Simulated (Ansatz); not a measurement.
# Rocksalt alloy of NaCl and KCl (12 of 32 Na sites exchanged), 64 atoms

Ansatz, PAW, plane waves. PBEsol relaxation of volume and atoms (shape held) at the single k point (¼, ¼, ¼) without its symmetry partners; single points on the relaxed atoms at the Γ point alone, onto which points of the small cell's zone fold. Arrangement: quasirandom. No spin–orbit coupling unless named.

Relaxed structure:

```
Cl K Na
1.0
    11.72959    0.00000    0.00000
     0.00000   11.72959    0.00000
     0.00000    0.00000   11.72959
Cl K Na
32 12 20
Direct
  0.25970 0.00575 0.01111
  0.25994 0.01174 0.48791
  0.24021 0.49627 0.00059
  0.23972 0.48919 0.50138
  0.73791 0.01111 0.00997
  0.73857 0.99193 0.48907
  0.76231 0.48923 0.98984
  0.76171 0.50760 0.51098
  0.00250 0.25996 0.01203
  0.00979 0.26003 0.48684
  0.00984 0.73867 0.00188
  0.99085 0.73913 0.49763
  0.49749 0.23951 0.01197
  0.48995 0.23866 0.48662
  0.48959 0.76159 0.00192
  0.50892 0.76047 0.49754
  0.00221 0.99678 0.24959
  0.99930 0.98256 0.74926
  0.01082 0.50269 0.25053
  0.00200 0.51022 0.74975
  0.49762 0.99733 0.24986
  0.49940 0.98619 0.74811
  0.48753 0.50483 0.25028
  0.49939 0.51344 0.75006
  0.25000 0.25108 0.24668
  0.25008 0.26295 0.75542
  0.24959 0.75062 0.24020
  0.24974 0.73832 0.76105
  0.74976 0.23979 0.24058
  0.75003 0.26131 0.76138
  0.74974 0.75997 0.25822
  0.75021 0.73931 0.74077
  0.00071 0.99978 0.00224
  0.99931 0.99820 0.49667
  0.49841 0.49983 0.00000
  0.49921 0.50089 0.50029
  0.25001 0.74884 0.49934
  0.74980 0.24985 0.49763
  0.74972 0.75027 0.99970
  0.25139 0.99973 0.75150
  0.74732 0.99751 0.74962
  0.75217 0.50018 0.25044
  0.00112 0.25374 0.75089
  0.49894 0.24933 0.75081
  0.00400 0.49949 0.00036
  0.00246 0.50160 0.49968
  0.49717 0.00011 0.00700
  0.49932 0.99750 0.49219
  0.25012 0.25281 0.00640
  0.25001 0.25242 0.48940
  0.24991 0.74653 0.00211
  0.75010 0.25016 0.00445
  0.74986 0.74994 0.49939
  0.25264 0.00200 0.24775
  0.24691 0.49849 0.24711
  0.24542 0.50153 0.75350
  0.74462 0.99952 0.24969
  0.75649 0.50365 0.75028
  0.00525 0.25231 0.24787
  0.00315 0.74769 0.24982
  0.99979 0.74185 0.74970
  0.49425 0.24042 0.24770
  0.49629 0.75666 0.24993
  0.49988 0.74974 0.74968
```

Problem. What are the mean bond lengths by pair (pairs within 1.2 times the sum of covalent radii, less contacts 15 % beyond the pair's median; cation–cation pairs of compounds aside; long ionic contacts are cut short by that bound)?

Solution. Cl–K 3.035 ± 0.059 Å (standard deviation, 72 bonds); Cl–Na 2.875 ± 0.080 Å (standard deviation, 120 bonds).

Problem. What gap lies between the top filled and the lowest empty level in the single points?

Solution. HSE06 6.44 eV (15 s on NVIDIA GB200).
